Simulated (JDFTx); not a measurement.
An input for JDFTx (a modified build) (Pb(111), CANDLE, water, 1 M NaCl; bohr, hartree) and the course of its log:

```
lattice \
  6.6671736562 3.3335868281 0.0000000000 \
  0.0000000000 5.7739417478 0.0000000000 \
  0.0000000000 0.0000000000 57.4476741886
coords-type Lattice
ion Pb 0.3333333333 0.3333333333 -0.2368992550 0
ion Pb 0.6666666667 0.6666666667 -0.1421395530 0
ion Pb 0.0000000000 0.0000000000 -0.0473798510 0
ion Pb 0.3333333333 0.3333333333 0.0473798510 0
ion Pb 0.6666666667 0.6666666667 0.1421395530 0
ion Pb 0.0000000000 0.0000000000 0.2368992550 0
ion-species pseudo/pb_pbe_v1.upf
elec-cutoff 20 100
elec-ex-corr gga-PBE
coulomb-interaction Slab 001
coulomb-truncation-embed 0 0 0
kpoint-folding 8 8 1
elec-smearing Fermi 0.01
elec-n-bands 55
target-mu -0.108043
electronic-scf nIterations 100 energyDiffThreshold 1e-07
fluid LinearPCM
pcm-variant CANDLE
fluid-solvent H2O
fluid-cation Na+ 1
fluid-anion Cl- 1
fluid-minimize nIterations 400 knormThreshold 1e-11
wavefunction read f0.wfns
elec-initial-eigenvals f0.eigenvals
elec-initial-fillings read f0.fillings
fluid-initial-state f0.fluidState
dump-name f0_u0.$VAR
dump End State Ecomponents EigStats BandEigs Forces ElecDensity IonicPositions Fillings Kpoints Dtot FluidDebug BoundCharge FluidDensity
```

```
[one cycle in 5 is shown, and the last three; fluid-solver lines are left out]
	FillingsUpdate:  mu: -0.108043000  nElectrons: 85.604299
SCF: Cycle:  0   G: -355.887316626184145   dG: +9.139e-01   |Residual|: 4.716e-02   |deigs|: 5.617e-09
	FillingsUpdate:  mu: -0.108043000  nElectrons: 84.221265
SCF: Cycle:  5   G: -356.794734068883940   dG: -4.266e-03   |Residual|: 4.559e-03   |deigs|: 3.837e-04
	FillingsUpdate:  mu: -0.108043000  nElectrons: 84.216232
SCF: Cycle: 10   G: -356.796617815418472   dG: -5.654e-04   |Residual|: 1.121e-02   |deigs|: 2.896e-04
	FillingsUpdate:  mu: -0.108043000  nElectrons: 84.270867
SCF: Cycle: 15   G: -356.795120966035029   dG: -1.813e-02   |Residual|: 2.815e-02   |deigs|: 1.096e-03
	FillingsUpdate:  mu: -0.108043000  nElectrons: 84.168693
SCF: Cycle: 20   G: -356.801969174649400   dG: -9.242e-04   |Residual|: 1.000e-02   |deigs|: 3.383e-04
	FillingsUpdate:  mu: -0.108043000  nElectrons: 84.207679
SCF: Cycle: 25   G: -356.802551261139740   dG: +3.076e-06   |Residual|: 2.107e-04   |deigs|: 1.423e-04
	FillingsUpdate:  mu: -0.108043000  nElectrons: 84.203584
SCF: Cycle: 30   G: -356.802557097689544   dG: -1.886e-07   |Residual|: 8.186e-05   |deigs|: 1.255e-05
	FillingsUpdate:  mu: -0.108043000  nElectrons: 84.196861
SCF: Cycle: 35   G: -356.802530213525188   dG: +1.685e-05   |Residual|: 2.537e-04   |deigs|: 4.061e-05
	FillingsUpdate:  mu: -0.108043000  nElectrons: 84.192726
SCF: Cycle: 40   G: -356.802489116670756   dG: +2.783e-05   |Residual|: 3.801e-04   |deigs|: 7.163e-05
	FillingsUpdate:  mu: -0.108043000  nElectrons: 84.201125
SCF: Cycle: 45   G: -356.802553442821420   dG: +2.073e-07   |Residual|: 2.936e-04   |deigs|: 9.467e-05
	FillingsUpdate:  mu: -0.108043000  nElectrons: 84.203132
SCF: Cycle: 50   G: -356.802557173508319   dG: +1.299e-08   |Residual|: 2.615e-05   |deigs|: 9.352e-05
	FillingsUpdate:  mu: -0.108043000  nElectrons: 84.202462
SCF: Cycle: 55   G: -356.802556253908790   dG: +3.773e-07   |Residual|: 4.259e-05   |deigs|: 1.011e-05
	FillingsUpdate:  mu: -0.108043000  nElectrons: 84.203269
SCF: Cycle: 60   G: -356.802557296007706   dG: -8.686e-08   |Residual|: 1.793e-05   |deigs|: 8.076e-06
	FillingsUpdate:  mu: -0.108043000  nElectrons: 84.203390
SCF: Cycle: 65   G: -356.802557305682399   dG: -3.322e-07   |Residual|: 1.529e-05   |deigs|: 7.131e-06
	FillingsUpdate:  mu: -0.108043000  nElectrons: 84.202687
SCF: Cycle: 70   G: -356.802556835844882   dG: +4.631e-07   |Residual|: 2.913e-05   |deigs|: 9.618e-06
	FillingsUpdate:  mu: -0.108043000  nElectrons: 84.203455
SCF: Cycle: 75   G: -356.802557310543079   dG: -7.424e-07   |Residual|: 6.530e-06   |deigs|: 1.124e-05
	FillingsUpdate:  mu: -0.108043000  nElectrons: 84.203381
SCF: Cycle: 80   G: -356.802557312816646   dG: -1.666e-06   |Residual|: 1.308e-05   |deigs|: 2.011e-05
	FillingsUpdate:  mu: -0.108043000  nElectrons: 84.202911
SCF: Cycle: 85   G: -356.802557075317281   dG: +1.495e-07   |Residual|: 2.242e-05   |deigs|: 2.848e-06
	FillingsUpdate:  mu: -0.108043000  nElectrons: 84.202271
SCF: Cycle: 90   G: -356.802556111195543   dG: +6.394e-07   |Residual|: 4.667e-05   |deigs|: 4.785e-06
	FillingsUpdate:  mu: -0.108043000  nElectrons: 84.203530
SCF: Cycle: 95   G: -356.802557321800293   dG: -6.021e-07   |Residual|: 1.158e-05   |deigs|: 1.146e-05
	FillingsUpdate:  mu: -0.108043000  nElectrons: 84.203025
SCF: Cycle: 97   G: -356.802557150416987   dG: -1.359e-07   |Residual|: 2.008e-05   |deigs|: 2.496e-06
	FillingsUpdate:  mu: -0.108043000  nElectrons: 84.203461
SCF: Cycle: 98   G: -356.802557321008237   dG: -1.706e-07   |Residual|: 1.008e-05   |deigs|: 5.296e-06
	FillingsUpdate:  mu: -0.108043000  nElectrons: 84.208091
SCF: Cycle: 99   G: -356.802542633555049   dG: +1.469e-05   |Residual|: 1.556e-04   |deigs|: 5.706e-05
SCF: None of the convergence criteria satisfied after 100 iterations.
IonicMinimize: Iter:   0  G: -356.802542633555049  |grad|_K:  0.000e+00
IonicMinimize: Converged (|grad|_K<1.000000e-04).
```

This run gave no converged result. The loop ran out of cycles short of its threshold. It has stalled and not diverged: the last ten energies span 1e-05 Ha, so the total is near its end, but levels, forces and the electron count aren't shown converged.
